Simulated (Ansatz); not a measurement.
Space group Fd-3m:1 (No. 227). a = 7.444 Å, b = 7.444 Å, c = 7.444 Å, α = 90.00°, β = 90.00°, γ = 90.00°
| atom | site | symmetry | x | y | z |
| --- | --- | --- | --- | --- | --- |
| Y | 8b | -43m | 0.0000 | 0.0000 | 0.5000 |
| Rh | 16c | .-3m | 0.1250 | 0.1250 | 0.1250 |

Equation of state of this YRh2 structure (not necessarily the ground state), with shape and atoms relaxed at each volume where symmetry leaves them free. It has no gap at any of these volumes. All numbers below come from DFT PBEsol, scalar-relativistic, plane waves, PAW in Ansatz.

Plane waves to 420 eV, a k mesh through Γ of 8×8×8 on the computed 6-atom cell and Gaussian smearing (0.10 eV); no spin polarisation.

```csv
V (Å³/atom),E − E(largest V) (meV/atom),P (GPa)
15.122,91.49,29.58
15.637,11.78,20.23
16.153,-40.23,12.33
16.668,-68.82,5.66
17.184,-77.63,0.01
17.699,-69.70,-4.76
18.215,-47.64,-8.79
18.902,0.00,-13.20
```

Fit a third-order Birch–Murnaghan equation to E(V).

V0 = 17.18 Å³/atom, B0 = 173 GPa, B0' = 4.6.

Cost: 8 runs of about 0.55 core-minutes in all, on AMD EPYC 9R45 (Zen 5) (shared hosts).